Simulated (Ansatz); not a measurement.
Co$_{2}$C in space group P-3m1 (No. 164; C on 1a, Co on 2d), the program Ansatz at the PBE level (PAW), all energies at zero smearing, with the estimated change up to a 700 eV cutoff added, with one set of potentials and settings (totals compare only within such a set). Cell of 3 atoms (1 C, 2 Co): -10502.422 eV.

```tsv
element	reference phase	E (eV/atom)
C	P6_3/mmc, 4 atoms in the cell	-250.9463
Co	P6_3/mmc, 2 atoms in the cell, spin-polarised	-5126.1613
```

Formation energy per atom, worked out: (-10502.422 − 1×(-250.9463) − 2×(-5126.1613))/3 = 0.282 eV/atom (27 kJ per mol of atoms), at 0 K, without zero-point energy or fitted corrections.

The cell is a constructed one: a structure type filled with these elements; neither database checked (COD, Materials Project) lists it. COD files the formula under space group No. 58. Its standing as an ambient phase is unchecked. The PBE relaxation kept the symmetry of its start; its stability against distortions is not shown here. The workflow began spin-polarised and lost its moments. The references are the lowest solids computed at this level, not always the standard phases.

Potentials: the earlier of the program's two PAW sets.
